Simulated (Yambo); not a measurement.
Convergence of the G0W0 gap of LuIO

G0W0@PBEsol for LuIO (space group P4/nmm, No. 129) in Yambo. Reference settings: 4×4×1 Γ-centred k mesh, bands 3 to 212 and a 7 Ry block in the screening, 212 bands in G with the Bruneval-Gonze terminator, plasmon pole fitted at 27.2 eV. The PBEsol gap (0, 0.25, 0) → M on this mesh is 3.20 eV; G0W0 gaps are taken between the same points.

```json
[
 {"change from the reference": "reference settings", "G0W0 gap (0, 0.25, 0) → M (eV)": "4.46", "shift of the valence edge (eV)": "-0.88", "rough Yambo cost": "1"},
 {"change from the reference": "107 bands in W", "G0W0 gap (0, 0.25, 0) → M (eV)": "4.45", "shift of the valence edge (eV)": "-0.72", "rough Yambo cost": "within a factor of two"},
 {"change from the reference": "2 Ry block", "G0W0 gap (0, 0.25, 0) → M (eV)": "3.98", "shift of the valence edge (eV)": "-0.52", "rough Yambo cost": "about 1/2"},
 {"change from the reference": "no random integration", "G0W0 gap (0, 0.25, 0) → M (eV)": "4.44", "shift of the valence edge (eV)": "-0.84", "rough Yambo cost": "–"}
]
```

The reference isn't shown to be the converged limit. Costs are rough (shared machines), scaled to the same edge states, and given only for runs that recompute the screening.

Spin-orbit coupling is left out, which matters for elements this heavy: edges can move by tenths of an eV. The 4f states are in the valence at their DFT position.

Geometry relaxed with PBE+D3(BJ); primitive cell a = b = 3.844 Å, c = 9.085 Å, α = β = γ = 90.00°.

A shift is the quasiparticle energy of the state minus its PBEsol energy.
